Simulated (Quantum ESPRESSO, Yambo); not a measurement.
# Quasiparticle gap of CaO at +1 % isotropic strain

CaO is modelled in the cubic space group Fm-3m (No. 225), the rock salt structure, Pearson symbol cF8. Conventional cell: a = 4.811 Å, b = 4.811 Å, c = 4.811 Å, α = 90.00°, β = 90.00°, γ = 90.00°. O on 4b has 6 Ca at 2.405 Å (octahedral). Ca on 4a sees 6 O at 2.405 Å (octahedral). (Neighbours: up to the widest gap in distance over summed covalent radii, below 1.35, at either atom; cation-cation contacts left out.)
(The calculation used a cell of 2 atoms; values per cell refer to that cell.)

The PBEsol cell relaxed from Materials Project entry mp-2605 was given an isotropic strain of +1 % on all lattice vectors, and the atoms were relaxed again.

Starting point: norm-conserving PBEsol (Quantum ESPRESSO, 84 Ry, without SOC). G0W0 in Yambo: 6×6×6 Γ-centred k mesh, 64 bands and a 10 Ry block in the screening, 64 bands in G with the Bruneval-Gonze terminator, plasmon pole fitted at 27.2 eV.

The PBEsol gap along the band path is 3.56 eV and the PBEsol gap between the mesh's edge points (Γ → X) is 3.56 eV. The G0W0 gap between the same points comes out as 5.96 eV. The PBEsol smallest direct gap on the mesh (at X) is 3.94 eV and the G0W0 direct gap at that point is 6.42 eV.

```csv
k point,band,E PBEsol (eV),E QP (eV),shift (eV),Z
Γ,VB,0.00,-1.11,-1.11,0.78
Γ,CB,4.57,5.28,0.71,0.84
L,VB,-1.20,-2.37,-1.17,0.78
L,CB,7.01,8.77,1.76,0.82
X,VB,-0.38,-1.58,-1.20,0.78
X,CB,3.56,4.85,1.28,0.85
```

Energies count from the PBEsol valence-band maximum.

Convergence of the G0W0 settings was not tested.
